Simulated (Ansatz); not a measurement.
Consider the following.

MoIr:
```cif
data_IrMo
_chemical_formula_sum 'Ir1 Mo1'
_space_group_name_H-M_alt 'P4/mmm'
_space_group_IT_number 123
_space_group_name_Hall '-P 4 2'
_cell_length_a 2.73566
_cell_length_b 2.73566
_cell_length_c 3.88330
_cell_angle_alpha 90.000
_cell_angle_beta 90.000
_cell_angle_gamma 90.000
loop_
_atom_site_label
_atom_site_type_symbol
_atom_site_symmetry_multiplicity
_atom_site_Wyckoff_symbol
_atom_site_fract_x
_atom_site_fract_y
_atom_site_fract_z
_atom_site_occupancy
Ir1 Ir 1 a 0.00000 0.00000 0.00000 1
Mo1 Mo 1 d 0.50000 0.50000 0.50000 1
```

This is the PBEsol-relaxed structure.

Question: All from plane-wave PAW PBEsol (Ansatz code), unless another level is named. Estimate the formation energy from the elements (no fitted shifts).

Answer: -0.31 eV/atom.

Question: Next, the density of states at the Fermi level?

Answer: 0.48 states/eV per atom (mean over ±0.08 eV).

The start of the workflow was typed in or built on a structure type; neither database checked (COD, Materials Project) lists it. COD files the formula under space group No. 51. Whether it is the stable phase at ambient conditions was not checked. The cell was relaxed with PBEsol under the symmetry of its start; whether a distortion lowers the energy is not shown. The run is not spin-polarised. The references are the lowest solids computed at this level, not always the standard phases. Scalar-relativistic: spin–orbit coupling is off unless named, which matters more the heavier the elements.

Potentials: the earlier of the program's two PAW sets. The files were generated under PBE; for other functionals the program regenerates the frozen cores, and for LDA and PBEsol the local potential too.
